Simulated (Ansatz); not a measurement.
Values for one crystal, relaxed and computed with PBEsol in the plane-wave PAW code Ansatz; other levels are named.

| Quantity | Value |
|---|---|
| Volume per atom | 11.81 Å³ |
| Electronic character | metallic (no gap) |
| Mechanical stability | stable (all eigenvalues of C positive) |
| Zone-centre stability | no imaginary mode at Γ |
| Hill bulk and shear moduli | 207 and 81.3 GPa |
| Pressure derivative B′ | 4.0 |
| Bulk modulus (Birch–Murnaghan fit) | 205 GPa |

Question: Which compound is it?
(A) GaAs, P6_422 (Ga on 3c, As on 3d)
(B) YSi2, MoSi2 or CaC2 type
(C) CoO, Cmc2_1 (Co on 4a, O on 4a)
(D) TiC, P6_3/mmc (Ti on 2c, C on 2d)

Answer: D, TiC, P6_3/mmc (Ti on 2c, C on 2d)

The start of the workflow was typed in or built on a structure type; neither database checked (COD, Materials Project) lists it. It is not the phase usual at ambient conditions (space group No. 225). Symmetry was held in the PBEsol relaxation. No spin polarisation was allowed. The volume moved by -17 % from the start of the relaxation. As this level gives no gap, shear constants depend on the k-mesh and smearing (Fermi–Dirac, 0.1 eV here).

Potentials: the later of the program's two PAW sets.
